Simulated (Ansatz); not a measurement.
**Hf$_{5}$Ga$_{3}$, a strained cell with displaced atoms**

```yaml
crystal:
  lattice:
    - [4.04145, 6.88853, 0.24240]
    - [-4.02316, 6.87797, 0.21986]
    - [0.01607, 0.19029, 5.68614]
  atoms:
    - { symbol: Hf, position: [0.34055, 0.31226, 0.01074] }
    - { symbol: Hf, position: [0.65412, 0.67241, 0.52644] }
    - { symbol: Hf, position: [0.66964, 0.65369, 0.00016] }
    - { symbol: Hf, position: [0.32572, 0.34543, 0.50990] }
    - { symbol: Ga, position: [0.61863, 0.39942, 0.25214] }
    - { symbol: Ga, position: [0.61634, 0.98733, 0.74894] }
    - { symbol: Ga, position: [0.00357, 0.60577, 0.26002] }
    - { symbol: Ga, position: [0.38243, 0.61739, 0.75286] }
    - { symbol: Ga, position: [0.37915, 0.01275, 0.27100] }
    - { symbol: Ga, position: [0.01011, 0.38330, 0.75497] }
    - { symbol: Hf, position: [0.25429, 0.73022, 0.25959] }
    - { symbol: Hf, position: [0.23931, 0.00257, 0.74353] }
    - { symbol: Hf, position: [0.99016, 0.25097, 0.25010] }
    - { symbol: Hf, position: [0.76747, 0.23912, 0.75278] }
    - { symbol: Hf, position: [0.74742, 0.01366, 0.25016] }
    - { symbol: Hf, position: [0.98919, 0.76309, 0.75096] }
```

Single point in Ansatz 0.2.0 with r2SCAN, no spin polarisation. Cutoff 500 eV, PAW datasets, 3×3×3 (shifted by 0.5, 0, 0 steps) k mesh, fermi-dirac filling (width 0.1 eV).

- Formation energy: -0.43 eV an atom against the elements' usual phases (free molecules for gases, crystals otherwise, with no correction for O₂ or N₂), so it is bound against them; other compounds may still compete. Relaxing would lower it.
- Contacts: Hf–Ga at 2.60 Å: least valence density 0.35 e/Å³ and ELF 0.26 there. Hf–Hf at 2.70 Å: least valence density 0.31 e/Å³ and ELF 0.14 there. These are pseudo-fields; inside the PAW spheres they differ from the all-electron ones.
- Electronic structure: It is a metal, with about 9.9 states/eV a cell as the mean within 0.25 eV of the Fermi level, mostly Hf d (87 %).
- Charges: Bader charges in e: Hf +0.96 to +1.17, Ga -1.80 to -1.73. In the mean Hf gives up most and Ga takes most.
- Stress: The pressure is 0.2 GPa (compression positive), so with the atoms held at these fractions the cell is close to zero pressure; the forces are large, so a full relaxation may end otherwise. The principal stresses -5.2, -1.1, 7.1 GPa differ, so its shape would change too.
- Forces: The largest is on Hf2: 2.37 eV/Å, components (0.64, 0.49, -2.23). It makes 133° with the line to a nearest neighbour, Ga8 at 2.66 Å.

Origin: a strained cell with displaced atoms, so it need not be a known compound. Caveats: the k mesh is coarse if the cell is a metal; atoms or cell far from equilibrium.
